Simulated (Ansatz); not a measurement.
ScSi₂:
```xyz
3
Lattice="4.0335 0.0000 0.0000 -2.0168 3.4931 0.0000 0.0000 0.0000 3.6156" Properties=species:S:1:pos:R:3 pbc="T T T"
Sc     0.0000     0.0000     0.0000
Si     0.0000     2.3288     1.8078
Si     2.0168     1.1644     1.8078
```

Relaxed with PBE. Special points in fractions of this cell's reciprocal vectors: Γ (0.000, 0.000, 0.000); M (0.500, 0.000, 0.000); K (0.333, 0.333, 0.000); A (0.000, 0.000, 0.500); L (0.500, 0.000, 0.500); H (0.333, 0.333, 0.500).

Task: List the band energies nearest the Fermi level at these points for the program Ansatz at the PBE level (PAW).

Result: In eV from the Fermi level; about four levels below and three above (degenerate sets whole), none deeper than 8.9 eV; points with the same levels are listed once.

| k | below | above |
|---|---|---|
| Γ | -3.61 -3.61 -1.56 -1.22 -1.11 | 0.67 0.67 1.71 1.71 |
| M | -4.27 -2.73 -1.58 | 1.23 1.64 1.78 |
| K | -6.49 -0.80 -0.80 | 0.72 0.72 0.73 |
| A | -2.39 -2.39 -1.33 -1.33 | 0.24 0.24 0.41 |
| L | -4.47 -4.06 -3.51 -0.41 | 2.09 2.32 2.97 |
| H | -8.79 -8.79 -5.29 -3.54 -3.54 | 0.73 1.96 1.96 |

Space group P6/mmm. The workflow started from an entry of the Crystallography Open Database (COD). Whether it is the stable phase at ambient conditions was not checked. Symmetry was held in the PBE relaxation; its stability against distortions is not shown here. No spin polarisation was allowed.

Potentials: the later of the program's two PAW sets.
